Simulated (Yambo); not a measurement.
```
CdClOH
1.0
    3.70066     0.00000     0.00000
   -1.85033     3.20487     0.00000
    0.00000     0.00000    16.50000
H O Cl Cd
1 1 1 1
Cartesian
  0.00000   0.00000   1.72708
  0.00000   0.00000   0.75835
  0.00000   2.13658  -1.72708
  1.85033   1.06829  -0.24955
```

Response from Yambo on norm-conserving PBEsol (Quantum ESPRESSO, 102 Ry, scalar-relativistic) bands: 18×18×1 mesh, 53 bands, 2 Ry local-field block, 0.2 eV broadening.

**Question.** Give the static in-plane polarisability without and with local fields.

**Answer.** 
| field along | α(0), independent particles (Å) | α(0), RPA with local fields (Å) | screening length 2πα (Å) |
|---|---|---|---|
| x | 1.21 | 1.08 | 6.8 |
Electronic (clamped-ion) response only. PBEsol gaps are usually too small, which raises these values. Convergence of the RPA response with its 18×18×1 mesh was not tested.

Spin-orbit coupling is not included.

Geometry strained from the cell relaxed with PBEsol, atoms relaxed again.

This is a model layer cut from the bulk structure; whether it is stable on its own was not checked.
